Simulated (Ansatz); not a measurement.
The elements of this relaxed trial crystal are hidden behind letters.

```
lattice vectors (Å)
   4.8470    0.0000    0.0000
   0.0000    4.8470    0.0000
   0.0000    0.0000    4.2743
fractional positions
X 0.5000 0.0000 0.5000
X 0.0000 0.5000 0.5000
X 0.0000 0.0000 0.0000
Z 0.0000 0.0000 0.5000
Q 0.5000 0.0000 0.0000
Q 0.0000 0.5000 0.0000
```

Method: Ansatz 0.2.0, DFT PBE, scalar-relativistic, plane waves, PAW. Cutoff 420 eV, Γ-centred 8×8×10 mesh (6-atom cell), Gaussian smearing of 0.10 eV, no spin polarisation.

```
Space group                               : P4/mmm (No. 123)
Conventional cell                         : a = 4.847 Å, c = 4.274 Å
Volume per atom                           : 16.74 Å³
Density                                   : 2.87 g/cm³
Formation energy                          : −0.24 eV/atom
Gap on the 8×8×10 mesh of the 6-atom cell : 0 eV (a metal)
```

Energies are uncorrected and count from the elements' standard states at the same level.

**Question.** X is a d-block element of period 4, Z is a p-block element of period 2 and Q is a p-block element of period 2. Which elements are they?

**Answer.** X = Sc, Z = B, Q = N, so the formula is Sc3BN2. Density times volume gives a mean mass of 2.87 × 16.74/1.6605 = 28.9 u per atom, and this set has 28.9 u. Among the elements that the hints allow, noble gases aside, only these give it. Sc on a site of symmetry mmm is surrounded by 2 N at 2.14 Å and 2 B at 2.42 Å; B is surrounded by 2 Sc at 2.14 Å and 4 Sc at 2.42 Å; around N lie 2 Sc at 2.14 Å and 2 Sc at 2.42 Å; 1 more site not described.

A structure relaxed within its symmetry needn't be a true minimum. Another cell of Sc3BN2 relaxed alike, in P6/mmm, lies 291 meV/atom lower, so this cell isn't the stable form at this level.
